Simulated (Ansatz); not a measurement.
# Relaxing a structure of La

The start is a randomly generated symmetric cell of La (space group No. 139). Cell shape, volume and atoms are optimised at zero target pressure with r2SCAN (plane waves to 500 eV, PAW, scalar-relativistic; Ansatz, a program for electronic structure). First-step values are on the input's coarse k-mesh.

Ansatz input (later rounds restart from its end on a renewed k-mesh):
Ansatz 0.2 input:
```yaml
crystal:
  lattice:
    - [-2.7259025, 2.7259025, 2.635395]
    - [2.7259025, -2.7259025, 2.635395]
    - [2.7259025, 2.7259025, -2.635395]
  atoms:
    - { symbol: La, position: [0.7655924, 0.7655924, 0] }
    - { symbol: La, position: [0.2344076, 0.2344076, 0] }
basis: { ecutwfc: 500, ecutrho_ratio: 4, xc_grid: 4, fft_grid_basis: typed }
kpoints: { mp_grid: { grid: [9, 9, 9] } }
hamiltonian:
  xc: r2scan
  dispersion: none
  pseudopotentials: { azcp: { folder: ./paw }, kind: paw }
scf: { occupations: { method: fermi_dirac, width: 0.05 } }
relax: { f_tol: 0.01, max_steps: 100, cell: { stress_tol: 0.02 } }
output: { forces: true, stress: true }
```

Problem. By how much does the energy per atom fall from start to end?

Solution. 0.90 eV/atom.

Problem. What band gap does the relaxed structure have at this level?

Solution. Zero (metallic).

The space group stays I4/mmm (No. 139) (the run could not lower it), with 2 atoms in the primitive cell. Final values are on a 14×14×14 k-mesh of the relaxed cell. The start holds a very short contact (La–La 2.47 Å). No spin polarisation in the result.

The run could not lose the symmetry of its start, so the end can be a saddle point.

The relaxed structure here is a generated cell of La: the first start was made by a random draw of sites in a space group, and the end was not matched to a known phase here, so it may be hypothetical. Known forms of La include space group No. 194.
